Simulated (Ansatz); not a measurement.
BaAlSiH:
```
BaAlSiH
1.0
    4.31840     0.00000     0.00000
   -2.15920     3.73985     0.00000
    0.00000     0.00000     5.25584
Ba Al Si H
1 1 1 1
Direct
  0.00000   0.00000   0.00136
  0.66667   0.33333   0.46337
  0.33333   0.66667   0.54317
  0.66667   0.33333   0.13501
```

Relaxed with r²SCAN. Special points in fractions of this cell's reciprocal vectors: Γ (0.000, 0.000, 0.000); M (0.500, 0.000, 0.000); K (0.333, 0.333, 0.000); A (0.000, 0.000, 0.500); L (0.500, 0.000, 0.500); H (0.333, 0.333, 0.500).

List the band energies nearest the valence-band maximum at these points for plane-wave PAW r²SCAN with spin–orbit coupling (Ansatz code).

In eV from the valence-band maximum; about four levels below and three above (degenerate sets whole), none deeper than 8.9 eV; points with the same levels are listed once.

| k | below | above |
|---|---|---|
| Γ | -0.40 -0.40 -0.39 -0.39 | 1.72 1.72 3.40 3.40 |
| M | -1.14 -1.14 -0.48 -0.48 | 0.96 0.96 2.82 2.82 |
| K | -2.79 -2.79 -0.72 -0.71 | 1.50 1.53 3.17 |
| A | -0.08 -0.08 -0.04 -0.04 | 2.18 2.18 2.19 2.19 |
| L | -1.59 -1.59 -0.71 -0.71 | 1.93 1.93 3.78 3.78 |
| H | -2.31 -2.29 -0.45 -0.32 | 3.50 3.50 4.44 |

Space group P3m1. The workflow started from a Materials Project entry (that database holds measured and hypothetical structures alike); the Crystallography Open Database copy checked does not list it. Whether it is the stable phase at ambient conditions was not checked. The r²SCAN relaxation kept the symmetry of its start; its stability against distortions is not shown here.

Potentials: the later of the program's two PAW sets.
